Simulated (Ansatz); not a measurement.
One crystal and one scan (frozen-phonon scan) at two levels, r2SCAN (plane waves to 500 eV, PAW, scalar-relativistic; Ansatz, a first-principles code) and PBE (plane waves to 420 eV, PAW, scalar-relativistic; Ansatz), each from its own relaxed cell and on its own mesh. The cell shown is that of r2SCAN.

Starting cell, GaP (zinc blende):

```yaml
crystal:
  lattice:
    - [0.00000, 5.45138, 5.45138]
    - [2.72569, 0.00000, 2.72569]
    - [2.72569, 2.72569, 0.00000]
  atoms:
    - { symbol: P, position: [0.37500, 0.75000, 0.75000] }
    - { symbol: P, position: [0.87500, 0.75000, 0.75000] }
    - { symbol: Ga, position: [0.00000, 0.00000, 0.00000] }
    - { symbol: Ga, position: [0.50000, 0.00000, 0.00000] }
```

A phonon eigenvector at L = (0.5, 0.0, 0.0) is frozen into this cell: atom i moves by Q times the vector below, so Q is the largest atomic displacement, in Å. The cell is held. (q is in reciprocal vectors of the primitive cell; the cell shown is doubled to hold the pattern.)

| atom | x | y | z |
|---|---|---|---|
| P1 | -0.099 | 0.099 | 0.099 |
| P2 | 0.099 | -0.099 | -0.099 |
| Ga3 | -0.577 | 0.577 | 0.577 |
| Ga4 | 0.577 | -0.577 | -0.577 |

GaP was relaxed with its symmetry unable to fall. As the smearing reaches across the gap at some points, energies and forces of such displacements shift with the k mesh and the smearing. Percentages come from the unrounded values. Both scans cover Q from -0.280 to 0.280 Å.

Results of r2SCAN:

* **Lattice constant a (Å)**: 5.451
* **Energy at Q = 0.280 Å (meV/cell)**: 1115
* **Harmonic wavenumber from the curvature (finite differences) (cm⁻¹ (negative: imaginary))**: 234
* **Space group of the distorted cell**: R3m (No. 160), lowered from F-43m
* **Symmetry of the curve**: even: the same for both signs
* **Shape of the curve**: a single well with its minimum at or next to zero displacement

Q: What does PBE give for the same quantities?

A: 
```csv
quantity,PBE,r2SCAN − PBE
Lattice constant a (Å),5.506,-0.055 (-1.0 %)
Energy at Q = 0.280 Å (meV/cell),1018,+97 (+9.5 %)
Harmonic wavenumber from the curvature (finite differences) (cm⁻¹ (negative: imaginary)),224,+10 (+4 %)
```

r2SCAN gives the higher value for: energy at Q = 0.280 Å; harmonic wavenumber from the curvature. r2SCAN gives the lower value for: lattice constant a. Both give the same space group of the distorted cell: R3m (No. 160), lowered from F-43m. Neither level is exact: the differences show how much the result hangs on the functional.

(For displaced atoms, the force is minus the slope of the energy, and its curvature is a force constant, which sets phonon frequencies.)
